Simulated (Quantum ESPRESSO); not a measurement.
Band energies of Sr2H3I

```xyz
6
Lattice="4.2427 0.0000 0.0000 -2.1214 3.6743 0.0000 0.0000 0.0000 7.6828" Properties=species:S:1:pos:R:3 pbc="T T T"
H      0.0000     0.0000     3.8414
H      2.1214     1.2248     2.7447
H      0.0000     2.4495     4.9381
Sr     2.1214     1.2248     5.2140
Sr     0.0000     2.4495     2.4688
I      0.0000     0.0000     0.0000
```

norm-conserving LDA (Quantum ESPRESSO, 74 Ry, scalar-relativistic); path ΓMKΓALHA,LM,KH; energies in eV from the valence-band maximum.

```csv
k (1/Å),point,band 11,band 12,band 13,band 14,band 15,band 16,band 17,band 18
0.00,Γ,-4.83,-2.51,-2.49,-2.49,-0.11,2.57,2.66,2.66
0.21,,-4.69,-2.91,-2.58,-2.58,-0.57,2.70,2.72,2.93
0.64,,-4.06,-3.45,-2.97,-2.82,-2.17,2.51,3.01,3.16
0.85,M,-3.95,-3.04,-3.01,-2.77,-2.76,2.30,3.02,3.18
1.10,,-3.89,-3.59,-2.92,-2.72,-2.63,1.94,2.60,2.99
1.35,K,-4.32,-3.83,-2.80,-2.65,-2.65,1.87,1.87,3.08
1.55,,-3.90,-3.81,-3.10,-2.67,-2.43,1.87,2.36,2.99
1.74,,-4.09,-3.52,-3.29,-2.72,-1.95,2.39,2.88,2.95
2.14,,-4.71,-2.85,-2.58,-2.56,-0.51,2.66,2.77,2.88
2.34,Γ,-4.83,-2.51,-2.49,-2.49,-0.11,2.57,2.66,2.66
2.54,,-4.12,-2.70,-2.50,-2.50,-0.06,2.51,2.53,2.53
2.74,A,-3.43,-3.14,-2.51,-2.51,0.00,2.32,2.44,2.44
2.92,,-3.41,-3.16,-2.74,-2.56,-0.44,2.39,2.57,2.87
3.26,,-4.22,-3.25,-2.86,-2.81,-1.87,1.89,2.42,2.95
3.43,,-4.25,-3.27,-2.99,-2.77,-2.35,1.98,2.21,2.87
3.60,L,-3.99,-3.22,-3.03,-2.90,-2.48,1.89,2.38,2.83
3.76,,-3.98,-3.28,-3.16,-2.89,-2.49,2.21,2.45,2.79
4.09,H,-4.24,-3.91,-2.85,-2.85,-2.67,2.80,2.82,2.82
4.38,,-4.20,-3.58,-3.21,-2.72,-2.33,2.00,3.03,3.04
4.66,,-3.86,-3.24,-2.88,-2.88,-1.51,1.81,3.08,3.25
4.80,,-3.49,-3.19,-2.91,-2.67,-0.93,2.10,2.83,3.13
5.08,A,-3.43,-3.14,-2.51,-2.51,0.00,2.32,2.44,2.44
5.08,L,-3.99,-3.22,-3.03,-2.90,-2.48,1.89,2.38,2.83
5.29,,-3.97,-3.06,-3.04,-2.94,-2.57,2.17,2.65,3.00
5.49,M,-3.95,-3.04,-3.01,-2.77,-2.76,2.30,3.02,3.18
5.49,K,-4.32,-3.83,-2.80,-2.65,-2.65,1.87,1.87,3.08
5.90,H,-4.24,-3.91,-2.85,-2.85,-2.67,2.80,2.82,2.82
```

The LDA gap is indirect, 1.77 eV, from A to 43 % of the way from H to A; the smallest direct gap is 2.32 eV.

Spin-orbit coupling is left out, which matters for elements this heavy: edges can move by tenths of an eV.

Geometry of the Materials Project entry, not relaxed at this level.

The structure is a Materials Project entry; no match was found in the copy of COD used, and its stability was not checked.
